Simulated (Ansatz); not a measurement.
RuC:
```yaml
crystal:
  lattice:
    - [2.63297, 0.00000, 0.00000]
    - [0.00000, 2.63297, 0.00000]
    - [0.00000, 0.00000, 2.63297]
  atoms:
    - { symbol: Ru, position: [0.00000, 0.00000, 0.00000] }
    - { symbol: C, position: [0.50000, 0.50000, 0.50000] }
```

Relaxed with PBEsol. Special points in fractions of this cell's reciprocal vectors: Γ (0.000, 0.000, 0.000); X (0.000, 0.500, 0.000); M (0.500, 0.500, 0.000); R (0.500, 0.500, 0.500).

Problem. List the band energies nearest the Fermi level at these points for plane-wave PAW PBEsol (Ansatz code).

Solution. In eV from the Fermi level; about four levels below and three above (degenerate sets whole), none deeper than 8.9 eV; points with the same levels are listed once.

| k | below | above |
|---|---|---|
| Γ | -6.02 -6.02 -0.09 -0.09 -0.09 | 0.05 0.05 0.05 |
| X | -5.15 -4.36 -4.36 | 0.22 1.79 5.35 5.35 |
| M | -4.94 -4.94 -4.70 -2.06 -2.06 | 1.40 1.69 1.77 |
| R | -8.82 -8.82 -8.82 -7.91 | 1.92 1.92 5.76 5.76 5.76 |

Space group Pm-3m (CsCl type). A made-up cell: these elements were put on the sites of a structure type; neither database checked (COD, Materials Project) lists it. Whether it is the stable phase at ambient conditions was not checked. The PBEsol relaxation kept the symmetry of its start. At this level the phase is dynamically unstable (imaginary phonons). No spin polarisation was allowed. Scalar-relativistic: spin–orbit coupling is off unless named, which matters more the heavier the elements.

Potentials: the later of the program's two PAW sets.
